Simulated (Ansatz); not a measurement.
Polymorphs of BeTe, each relaxed with r²SCAN (plane waves, PAW; program Ansatz):

A: rock salt (Fm-3m)
a = b = c = 5.370 Å, α = β = γ = 90.00°

```json
[
 {"atom": "Te", "site": "4a", "symmetry": "m-3m", "x": "0.0000", "y": "0.0000", "z": "0.0000"},
 {"atom": "Be", "site": "4b", "symmetry": "m-3m", "x": "0.5000", "y": "0.5000", "z": "0.5000"}
]
```

B: zinc blende (F-43m)
a = b = c = 5.6572 Å, α = β = γ = 90.00°

```csv
atom,site,symmetry,x,y,z
Be,4c,-43m,0.2500,0.2500,0.2500
Te,4b,-43m,0.5000,0.5000,0.5000
```

C: wurtzite (P6_3mc)
a = b = 3.985 Å, c = 6.583 Å, α = β = 90.00°, γ = 120.00°

```json
[
 {"atom": "Be", "site": "2b", "symmetry": "3m.", "x": "0.3333", "y": "0.6667", "z": "0.0008"},
 {"atom": "Te", "site": "2b", "symmetry": "3m.", "x": "0.3333", "y": "0.6667", "z": "0.3742"}
]
```

Question: Put the candidates in order of energy per atom at 0 K, lowest first, for r²SCAN.

Answer: B (+0 meV/atom), C (+7 meV/atom), A (+589 meV/atom)

Question: Give each one's gap.

Answer: A no gap; B 2.38 eV; C 2.57 eV.

Constructed cells (a structure type filled with these elements, in neither database checked): A. Standing as an ambient phase not checked: C. All cells were relaxed under the symmetry of their starts (and spin orders); stability against distortions was not tested throughout. Spin–orbit coupling is left out wherever it is not named.

Energies hold the estimated change up to a 700 eV cutoff; steps of a few meV lie near the error of the meshes.

Potentials: the later of the program's two PAW sets.
